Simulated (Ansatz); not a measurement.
Relaxed-ion elastic tensor of SrCl2 (fluorite, Fm-3m) in GPa (Voigt order), DFT-PBE in the program Ansatz with PAW potentials; density 3.02 g/cm³, 29.09 Å³ per atom.

```json
[
 {"": "1", "1": "66.8", "2": "17.1", "3": "17.1", "4": "0.0", "5": "0.0", "6": "0.0"},
 {"": "2", "1": "17.1", "2": "66.8", "3": "17.1", "4": "0.0", "5": "0.0", "6": "0.0"},
 {"": "3", "1": "17.1", "2": "17.1", "3": "66.8", "4": "0.0", "5": "0.0", "6": "0.0"},
 {"": "4", "1": "0.0", "2": "0.0", "3": "0.0", "4": "8.4", "5": "0.0", "6": "0.0"},
 {"": "5", "1": "0.0", "2": "0.0", "3": "0.0", "4": "0.0", "5": "8.4", "6": "0.0"},
 {"": "6", "1": "0.0", "2": "0.0", "3": "0.0", "4": "0.0", "5": "0.0", "6": "8.4"}
]
```

### Question
Is the crystal mechanically stable?

### Answer
Yes: the smallest eigenvalue of C is 8.4 GPa.

### Question
Work out the Voigt, Reuss and Hill averages.

### Answer
K_V = 33.7, K_R = 33.7, K_H = 33.7; G_V = 15.0, G_R = 11.4, G_H = 13.2 GPa.

### Question
Give Young's modulus, Poisson's ratio, Pugh's ratio and the universal anisotropy index.

### Answer
E = 9KG/(3K + G) = 35.1 GPa; ν = 0.33; K/G = 2.55 (ductile by the Pugh limit of 1.75); A_U = 5G_V/G_R + K_V/K_R − 6 = 1.55.

### Question
Estimate the sound speeds and the Debye temperature.

### Answer
v_l = √((K + 4G/3)/ρ) = 4120 m/s, v_t = √(G/ρ) = 2090 m/s, mean 2350 m/s; Θ = (h/k)(3n/4πV)^(1/3) v_m = 227 K.

### Question
Give the Zener ratio and Young's modulus along [100], [110] and [111].

### Answer
A = 2C44/(C11 − C12) = 0.34; 1/E = S11 − 2(S11 − S12 − S44/2)Γ with Γ = 0, 1/4, 1/3 gives 59.8, 27.5, 23.3 GPa.

The cell was relaxed with PBE under the symmetry of its start; phonons on a q-mesh show no instability.

Potentials: the later of the program's two PAW sets.
